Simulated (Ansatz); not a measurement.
Below is a relaxed structure of TaTlH4. The cell was found from a structure generator's guess, not taken from experiment.

Method: DFT PBE, scalar-relativistic, plane waves, PAW in Ansatz. Cutoff 420 eV, Γ-centred mesh, Gaussian smearing, no spin polarisation.

```cif
data_structure
_symmetry_space_group_name_H-M 'P 1'
_symmetry_Int_Tables_number 1
_cell_length_a 3.0990
_cell_length_b 3.0990
_cell_length_c 7.0413
_cell_angle_alpha 90.000
_cell_angle_beta 90.000
_cell_angle_gamma 90.000
_cell_volume 67.62
loop_
_atom_site_label
_atom_site_type_symbol
_atom_site_fract_x
_atom_site_fract_y
_atom_site_fract_z
_atom_site_occupancy
Ta1 Ta 0.50000 0.50000 0.50000 1
Tl1 Tl 0.00000 0.00000 0.00000 1
H1 H 0.50000 0.00000 0.33486 1
H2 H 0.00000 0.50000 0.66514 1
H3 H 0.50000 0.00000 0.66514 1
H4 H 0.00000 0.50000 0.33486 1
```

Formation energies are uncorrected and refer to the elements' standard structures at the same level (H₂ as a molecule).

Task: What space group does it have?

Result: P4/mmm (No. 123). Conventional cell: a = 3.099 Å, c = 7.041 Å. Around Ta lie 8 H at 1.94 Å and 4 Ta at 3.10 Å; Tl has 8 H at 2.82 Å and 4 Tl at 3.10 Å; H has 2 Ta at 1.94 Å, 4 H at 2.19 Å, 1 H at 2.33 Å and 2 Tl at 2.82 Å.

Task: How far does it lie from the elements in energy?

Result: +0.09 eV/atom. It can't be a ground state, since the elements alone are lower.

Task: Is it a metal?

Result: Yes, bands cross the Fermi level on the 12×12×6 mesh.

Task: From what recipe could a structure generator have reached it?

Result: One such recipe: ordered mixture on the cation sites of fluorite (P4/mmm, No. 123). Other recipes can lead to the same cell.

The last run used a 12×12×6 mesh (in the run's order of axes) for its 6-atom cell and Gaussian smearing of 0.10 eV. Weakly bound directions are ill-defined at this level, which has no dispersion term. These runs have no spin–orbit coupling, which can matter for Ta and Tl. With hydrogen, zero-point motion can shift formation energies by some tens of meV/atom. Symmetry constrained the relaxation, so the result can be a saddle point.
